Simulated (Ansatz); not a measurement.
## Polymorphs of Al₂Au

13 relaxations of Al2Au ended in 7 distinct structures. The numbers are results of PBEsol (plane waves to 420 eV, PAW, scalar-relativistic; Ansatz, a program for electronic structure), not measurements.

```tsv
#	space group	Pearson	type	E − E(lowest) (eV/atom)	V (Å³/atom)	runs ending here
1	Fm-3m	cF12	AFLOW prototype AB2_cF12_225_a_c (C1, as in CaF2)	0.00	18.02	6
2	P6₃mc	hP6	–	0.20	18.14	1
3	R3m	hR6	–	0.24	18.40	1
4	I4/mmm	tI6	–	0.24	16.71	2
5	I4₁/amd	tI12	–	0.38	18.08	1
6	P6/mmm	hP3	–	0.58	17.34	1
7	Fd-3m	cF24	AFLOW prototype A2B_cF24_227_c_a (C9, as in SiO2)	1.14	55.17	1
```

All are gapless at this level. Fm-3m, cF12, AFLOW prototype AB2_cF12_225_a_c (C1, as in CaF2) is the lowest among the structures calculated here.

Space group Fm-3m (No. 225); a = b = c = 6.002 Å, α = β = γ = 90.00°

```tsv
atom	site	symmetry	x	y	z
Al	8c	-43m	0.2500	0.2500	0.2500
Au	4b	m-3m	0.5000	0.5000	0.5000
```
(The calculation used a cell of 3 atoms; values per cell refer to that cell.)

Each run could gain symmetry but not lose that of its start, so entries can be saddle points. From databases, or of a type measured for this composition: Fm-3m, cF12, AFLOW prototype AB2_cF12_225_a_c (C1, as in CaF2); the others are generated cells (placed on structure types, drawn at random, substituted or restacked) that were not matched to a known phase here. Energies are at zero temperature and pressure, without zero-point motion. No spin polarisation in the result.
